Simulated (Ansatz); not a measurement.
# Si: stationary points along a deformation path

Theory: DFT r2SCAN, scalar-relativistic, plane waves, PAW (Ansatz). The runs took a 500 eV cutoff, a Γ-centred 10×10×10 mesh and Gaussian smearing (0.05 eV). No spin polarisation. Energies are free energies at this smearing, counted from the undisturbed cell; pressure is positive in compression.

The undisturbed cell (relaxed at this level):

```
CELL_PARAMETERS angstrom
0.00000 2.72211 2.72211
2.72211 0.00000 2.72211
2.72211 2.72211 0.00000
ATOMIC_POSITIONS crystal
Si 0.50000 0.50000 0.50000
Si 0.75000 0.75000 0.75000
```

At fixed volume and fractional coordinates, lengths along (0.577, 0.577, 0.577) are scaled against those across it; ρ is that ratio over its starting value. V = 20.170 Å³/atom. Δσ is the stress along the axis less the mean stress across it (compression positive).

| ρ | ΔE (meV/atom) | Δσ (GPa) | space group |
| --- | --- | --- | --- |
| 0.500 | 6737.3 | 272.02 | R-3m |
| 0.600 | 3347.2 | 173.24 | R-3m |
| 0.710 | 1376.5 | 105.81 | R-3m |
| 0.850 | 271.1 | 42.35 | R-3m |
| 0.930 | 50.3 | 16.98 | R-3m |
| 1.000 | 0.0 | 0.00 | Fd-3m |
| 1.080 | 50.2 | -15.09 | R-3m |
| 1.200 | 259.6 | -31.26 | R-3m |
| 1.410 | 731.8 | -36.12 | R-3m |
| 1.700 | 1237.9 | -27.04 | R-3m |
| 2.000 | 1565.7 | -16.86 | R-3m |

Problem. How does the stress give the slope of the energy, and where is the energy stationary?

Solution. Along the path d ln(length) is 2/3 d ln ρ on the axis and −1/3 d ln ρ across it, so dE/d ln ρ = −(2/3) V Δσ: the energy falls with ρ where Δσ is positive. Δσ vanishes or changes sign at ρ = 1.000 (Fd-3m), a minimum at 0.0 meV/atom. Pairs of stationary points between two samples would go unseen, and could change a minimum read from distant neighbours into a maximum. At ρ = 1.000 the cell is cubic, where symmetry alone makes the stress isotropic and the slope zero.

Problem. Which shear constant sets the curvature at ρ = 1?

Solution. For a cubic crystal E/V = (2/3) C (ln ρ)² with C = C44, so Δσ = −2C ln ρ. The parabola of Δσ against ln ρ through ρ = 0.930, 1 and 1.080 gives C ≈ 108 GPa with the ions clamped, rough because the steps are large.

Forces appear on the atoms along this scan, and letting them relax would lower the energy and soften the response. The gap closes along the scan, which can put kinks into the curve.

Cost: 11 runs of about 0.86 core-minutes in all, on Intel Xeon Processor @ 2.70GHz (shared hosts).